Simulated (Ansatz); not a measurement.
ZnCdO2 in space group P3m1 (No. 156; Zn on 1a, Cd on 1c, O on 1c, O on 1a), the program Ansatz at the PBEsol level (PAW), all energies at zero smearing, with the estimated change up to a 700 eV cutoff added, with one set of potentials and settings (totals compare only within such a set). Cell of 4 atoms (1 Zn, 1 Cd, 2 O): -12586.338 eV.

```json
[
 {"element": "Zn", "reference phase": "P6_3/mmc, 2 atoms in the cell", "E (eV/atom)": "-3280.9077"},
 {"element": "Cd", "reference phase": "P6_3/mmc, 2 atoms in the cell", "E (eV/atom)": "-8184.0667"},
 {"element": "O", "reference phase": "C2/m, 4 atoms in the cell, spin-polarised", "E (eV/atom)": "-558.3554"}
]
```

Formation energy per atom, worked out: (-12586.338 − 1×(-3280.9077) − 1×(-8184.0667) − 2×(-558.3554))/4 = -1.163 eV/atom (-112 kJ per mol of atoms), at 0 K, without zero-point energy or fitted corrections.

The first step of the workflow began from a Materials Project structure, measured or hypothetical; the Crystallography Open Database copy checked does not list it. Whether it is the stable phase at ambient conditions was not checked. The PBEsol relaxation kept the symmetry of its start; of distortions, only those at the zone centre were tested. The references are the lowest solids computed at this level, not always the standard phases (solids in place of the gases).

Potentials: the later of the program's two PAW sets.
